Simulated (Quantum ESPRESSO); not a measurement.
# Al5Ta2Nb: one composition in several site orders

A calculation, not a measurement. The program is pw.x of Quantum ESPRESSO 7.5 (plane-wave density functional theory). The cell is made up: eight metal atoms on a face-centred cubic lattice, with elements, volume, strain and displacements drawn at random and not relaxed, so it may be unstable or far from any real phase. PseudoDojo standard norm-conserving files set the functional (PBE unless stated); there is no spin polarisation or spin-orbit coupling, the Fermi-Dirac width of 0.25 eV means electrons at about 2900 K, and the masses in the input are unused placeholders. Heavy elements are run without spin-orbit coupling, which real alloys of them have. A spin test at this wide smearing found no moment, but such smearing suppresses magnetism that the real alloy may have.

The runs put one composition on the sites in different orders. Cell, positions, cutoff, mesh and smearing stay as in the input of run 1; sites are counted in its order. Stress in the tables is positive in tension.

Input of run 1:

```
&control calculation='scf', pseudo_dir='./dojo.nc.sr.pbe.v0_5.standard.upf', outdir='./o', disk_io='minimal', tprnfor=.true., tstress=.true. /
&system ibrav=0, nat=8, ntyp=3, nbnd=39, ecutwfc=82.02448710, nosym=.true., tot_charge=0,
 occupations='smearing', smearing='fd', degauss=0.0183746611
/
&electrons conv_thr=1.470e-08, electron_maxstep=70, mixing_beta=0.5 /
ATOMIC_SPECIES
Al 1.0 Al.upf
Nb 1.0 Nb.upf
Ta 1.0 Ta.upf
CELL_PARAMETERS angstrom
-3.9674 -0.046 0.0092
-2.0251 -4.033 -1.9734
-2.0434 -3.9701 5.813
ATOMIC_POSITIONS angstrom
Al -0.0543 0.1318 -0.093
Ta -2.009 -3.9812 1.9878
Al -2.0576 -2.0747 0.0161
Ta -3.9778 -6.1298 1.9651
Al -3.9657 -4.0866 4.1082
Al -3.7731 -4.124 -0.1927
Al -3.9115 -2.2301 1.9772
Nb -6.1248 -6.0408 3.93
K_POINTS automatic
8 6 4 1 1 1
```

```
run  elements on sites 1 to 8  free energy less that of run 1 (eV)  -TS (eV)  pressure (GPa)  stress xx (GPa)  stress yy (GPa)  stress zz (GPa)  stress yz (GPa)  stress xz (GPa)  stress xy (GPa)  iterations
  1   Al Ta Al Ta Al Al Al Nb                                0.000    -0.949           17.63           -12.76           -18.27           -21.87             1.20            -0.90             1.95          11
  2   Al Al Al Ta Al Al Ta Nb                               -1.003    -0.727           14.68           -10.54           -17.47           -16.03             2.06            -0.79             2.37          11
  3   Al Al Nb Al Al Ta Ta Al                                0.462    -0.978           18.57           -14.68           -20.59           -20.43            -1.38             0.71             1.71          11
  4   Nb Al Al Al Ta Al Ta Al                                0.211    -1.004           18.48           -15.35           -16.48           -23.61             1.90             1.19             3.27          11
  5   Al Al Al Ta Nb Al Al Ta                                0.559    -0.941           21.09           -18.00           -22.24           -23.04            -1.16            -1.86             1.53          12
  6   Ta Ta Nb Al Al Al Al Al                               -0.131    -0.909           17.33           -11.79           -22.79           -17.39             1.73             0.39             0.98          12
```

Forces Fx Fy Fz (eV/Å):

```
site             run 1             run 2             run 3              run 4             run 5             run 6
   1   0.90 -2.04 1.90   1.01 -2.19 2.18   1.73 -1.27 0.62    1.88 -0.88 3.05   1.36 -1.60 2.65   2.09 -2.63 1.52
   2  0.88 -1.63 -1.44  0.69 -1.64 -0.59  0.89 -1.75 -0.32   0.73 -1.32 -0.49  0.49 -1.10 -0.47   0.65 -1.30 0.10
   3   0.27 -0.39 0.26   0.57 -0.32 0.21   1.09 0.03 -1.03    0.53 -0.53 0.73   0.24 -0.96 0.71   0.76 -0.44 0.69
   4  -0.34 2.00 -1.46  -0.58 2.45 -1.67  -0.08 1.06 -0.72   -0.30 1.89 -1.38  -0.25 2.73 -2.49  -0.19 2.18 -1.37
   5  -1.00 0.30 -1.63  -0.92 0.33 -1.60  -0.83 0.59 -1.76  -1.26 -0.40 -3.63  -1.66 0.33 -3.13  -1.14 0.35 -2.74
   6  -1.38 -0.19 1.62  -1.46 -0.40 1.54  -3.04 -0.64 2.39   -1.71 -0.40 1.68  -1.21 -0.39 1.46  -2.09 -0.31 1.85
   7  -0.60 1.20 -0.02  -0.77 1.24 -1.23   -0.31 1.20 1.19   -0.76 1.39 -0.04  -0.37 0.75 -0.21   -0.80 1.51 0.32
   8    1.27 0.74 0.75    1.46 0.54 1.17   0.56 0.78 -0.37     0.90 0.24 0.06    1.40 0.23 1.48   0.71 0.62 -0.37
```

The sites are displaced and not relaxed, so the energy differences mix bonding between neighbours with strain and are not ordering energies. A rerun of one cell of this series at a higher cutoff and on a denser mesh moved values by no more than 0.002 eV in energy, 0.02 GPa in stress and 0.003 eV/Å in force, and a second program with other atomic files agreed on that cell to 2 % rms in force and 0.5 GPa in pressure.